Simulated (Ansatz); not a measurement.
What DFT gives for CuAgI$_{2}$

```
I Cu Ag
1.0
    -3.98343    3.98343    3.65864
     3.98343   -3.98343    3.65864
     3.98343    3.98343   -3.65864
I Cu Ag
4 2 2
Direct
  0.68200 0.18200 0.86400
  0.18200 0.31800 0.50000
  0.31800 0.81800 0.13600
  0.81800 0.68200 0.50000
  0.25000 0.25000 0.00000
  0.75000 0.75000 0.00000
  0.25000 0.75000 0.50000
  0.75000 0.25000 0.50000
```

Single point in Ansatz 0.2.0 with PBE, no spin polarisation. Cutoff 420 eV, PAW datasets, 6×6×6 Γ-centred k mesh, fermi-dirac filling (width 0.1 eV).

What is the formation energy?

0.27 eV an atom against the elements' usual phases (free molecules for gases, crystals otherwise, with no correction for O₂ or N₂), so at this geometry it isn't bound against them. Relaxing would lower it.

Is the cell too large or too small?

The pressure is 0.8 GPa (compression positive), so with the atoms held at these fractions the cell would first expand; the forces are large, so a full relaxation may end otherwise.

Metal or insulator?

It is a semimetal on this mesh, with about 0.048 states/eV a cell as the mean within 0.25 eV of the Fermi level, mostly Cu s (48 %) and I p (31 %).

Which atom feels the largest force, and which way?

The largest is on I1 (and as large on other atoms): 0.92 eV/Å, components (0.65, 0.65, 0.00). It makes 138° with the line to a nearest neighbour, Ag7 at 2.75 Å, pointing away from it.

Origin: a known structure type with other elements, at an estimated volume, so it need not be a known compound.
